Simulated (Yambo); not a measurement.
Yambo run on Mg₂ZnO₃ (space group P-3m1, No. 164). The wavefunctions are LDA (pw.x of Quantum ESPRESSO, ONCV potentials, without SOC) ones on a 6×6×2 mesh (29 occupied bands); a = 3.0330 Å, b = 3.0330 Å, c = 7.4033 Å, α = 90.00°, β = 90.00°, γ = 120.00°.

Yambo input:

```
rim_cut
gw0
dyson
el_el_corr
HF_and_locXC
ppa
em1d
RandQpts= 1000000
RandGvec= 1 Ry
EXXRLvcs= 20 Ry
VXCRLvcs= 336 Ry
Chimod= "HARTREE"
% BndsRnXp
 7 | 125 |
%
NGsBlkXp= 8 Ry
% LongDrXp
 1.0 | 1.0 | 1.0 |
%
PPAPntXp= 27.2114 eV
% GbndRnge
 1 | 125 |
%
GTermKind= "BG"
DysSolver= "n"
ExtendOut
% QPkrange
 1 | 1 | 29 | 30 |
 2 | 2 | 29 | 29 |
%
```

k points by index: 1 = Γ, 2 = A.

Resulting energies as the program prints them:

```
#    K-point    Band    Eo [eV]    E [eV]    E-Eo [eV]    Vxc [eV]    Vnlxc [eV]    Sc|Eo [eV]    Sc|E [eV]    dSc/dw|Eo [eV]    Re(Z)    Im(Z)
#
    1    29    -0.090594    -0.021469    0.069125    -22.15921    -26.51593    4.443939    4.425843    -7.134585    0.792271    -0.001178
    1    30    2.868204    4.297734    1.429530    -15.04471    -10.17678    -3.158334    -3.438404    -5.330933    0.836184    -0.895375E-3
    2    29    0.000000    -0.007453    -0.007453    -21.95782    -26.33728    4.370033    4.372006    -7.105339    0.792946    -0.001172
```
(The two width columns are left out.) Convergence of these settings isn't established.

Geometry of the Materials Project entry, not relaxed at this level.

The structure is a Materials Project entry; no match was found in the copy of COD used, and its stability was not checked.
